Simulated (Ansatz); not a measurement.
Computed with DFT PBE, scalar-relativistic, plane waves, PAW (Ansatz 0.2.0). All cells share a 420 eV cutoff and Γ-centred k meshes spaced at most about 0.3 Å⁻¹ (about 0.25 or finer for metals, 2π included). No spin polarisation in the final relaxations.

These are static total energies at zero pressure.

Two forms of Sc3Ga2As were relaxed alike.

A.

```
CELL_PARAMETERS angstrom
3.60298 0.00000 0.00000
-1.80149 3.12027 0.00000
0.00000 0.00000 22.86323
ATOMIC_POSITIONS crystal
Sc 0.66667 0.33333 0.32483
Sc 0.33333 0.66667 0.82483
Sc 0.33333 0.66667 0.67517
Sc 0.66667 0.33333 0.17517
Sc 0.00000 0.00000 0.50000
Sc 0.00000 0.00000 0.00000
Ga 0.33333 0.66667 0.41238
Ga 0.66667 0.33333 0.91238
Ga 0.33333 0.66667 0.08762
Ga 0.66667 0.33333 0.58762
As 0.00000 0.00000 0.75000
As 0.00000 0.00000 0.25000
```

B.

```
CELL_PARAMETERS angstrom
3.48268 0.00000 0.00000
0.00000 3.48268 0.00000
0.00000 0.00000 9.46402
ATOMIC_POSITIONS crystal
Sc 0.50000 0.50000 0.15818
Sc 0.50000 0.50000 0.50000
Sc 0.50000 0.50000 0.84182
Ga 0.00000 0.00000 0.33675
Ga 0.00000 0.00000 0.66325
As 0.00000 0.00000 0.00000
```

Question: Which would you expect to be lower, and how large is the difference?

Answer: B is lower, by 42 meV/atom. A has space group P6_3/mmc (No. 194), 21.4 Å³/atom and no gap on its mesh; B has space group P4/mmm (No. 123), 19.1 Å³/atom and no gap. Counting Ga or Sc atoms around As (for each partner element, those within 1.25 times its shortest distance or 1.15 times the sum of covalent radii, where it is the nearest in units of that sum or under 1.3), A has As 6 and B has As 8. The denser one is the lower, and pressure would at first widen the difference. Both come from invented guesses.

Cells relaxed within their symmetry can be saddle points.
